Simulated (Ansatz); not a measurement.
Geometry optimisation in Ansatz: input, command and trajectory.

```yaml
crystal:
  lattice:
    - [0.0, 2.6931550407, 2.6931550407]
    - [2.6931550407, 0.0, 2.6931550407]
    - [2.6931550407, 2.6931550407, 0.0]
  atoms:
    - { symbol: Si, position: [0.25, 0.25, 0.25] }
    - { symbol: Si, position: [0.75, 0.75, 0.75] }
    - { symbol: Ni, position: [0.0, 0.0, 0.0] }
basis:
  ecutwfc: 420
kpoints:
  mp_grid: { grid: [6, 6, 6] }
hamiltonian:
  xc: pbe
scf:
  occupations: { method: gaussian, width: 0.1 }
  lower_state_search: "off"
output:
  forces: true
  stress: true
  eigenvalues: true
relax:
  adjacent_minimum: "off"
  f_tol: 0.04
  max_steps: 70
  cell: { stress_tol: 0.4 }
```

```bash
ansatz run input.yaml --threads 1 --pin off --max-ram 2560MiB --backend cpu --events-out ev --progress --plain --runs-dir out
```

Computed with DFT PBE, scalar-relativistic, plane waves, PAW in Ansatz.

Of 4 frames 4 are shown, positions in Å and forces in eV/Å; the SCF threshold varies from step to step. Steps run on the plane waves of an earlier cell, with a Pulay correction in the pressure. The basis is chosen afresh for the last frame, the zero of the energies, and at times for earlier ones too; energy and pressure step there, also at an unchanged geometry.

```xyz
3
Lattice="0.0000 2.6932 2.6932 2.6932 0.0000 2.6932 2.6932 2.6932 0.0000" Properties=species:S:1:pos:R:3:forces:R:3 pbc="T T T" step=1 free_energy_over_end_meV_per_atom=8.07 pressure_GPa=5.72
Si    1.3466    1.3466    1.3466    0.0000    0.0000    0.0000
Si    4.0397    4.0397    4.0397    0.0000    0.0000    0.0000
Ni    0.0000    0.0000    0.0000    0.0000    0.0000    0.0000
3
Lattice="0.0000 2.7106 2.7106 2.7106 0.0000 2.7106 2.7106 2.7106 0.0000" Properties=species:S:1:pos:R:3:forces:R:3 pbc="T T T" step=2 free_energy_over_end_meV_per_atom=1.70 pressure_GPa=2.47
Si    1.3553    1.3553    1.3553    0.0000    0.0000    0.0000
Si    4.0658    4.0658    4.0658    0.0000    0.0000    0.0000
Ni    0.0000    0.0000    0.0000    0.0000    0.0000    0.0000
3
Lattice="0.0000 2.7241 2.7241 2.7241 0.0000 2.7241 2.7241 2.7241 0.0000" Properties=species:S:1:pos:R:3:forces:R:3 pbc="T T T" step=3 free_energy_over_end_meV_per_atom=0.13 pressure_GPa=0.15
Si    1.3621    1.3621    1.3621    0.0000    0.0000    0.0000
Si    4.0862    4.0862    4.0862    0.0000    0.0000    0.0000
Ni    0.0000    0.0000    0.0000    0.0000    0.0000    0.0000
3
Lattice="0.0000 2.7241 2.7241 2.7241 0.0000 2.7241 2.7241 2.7241 0.0000" Properties=species:S:1:pos:R:3:forces:R:3 pbc="T T T" step=4 free_energy_over_end_meV_per_atom=0.00 pressure_GPa=0.16
Si    1.3621    1.3621    1.3621    0.0000    0.0000    0.0000
Si    4.0862    4.0862    4.0862    0.0000    0.0000    0.0000
Ni    0.0000    0.0000    0.0000    0.0000    0.0000    0.0000
```

It took 3.9 s on 1 thread of Intel(R) Xeon(R) 6975P-C (Granite Rapids), on a shared host, peak memory 0.33 GiB.

The k mesh is coarse. Spin polarisation was left out, and a magnetic state may lie lower.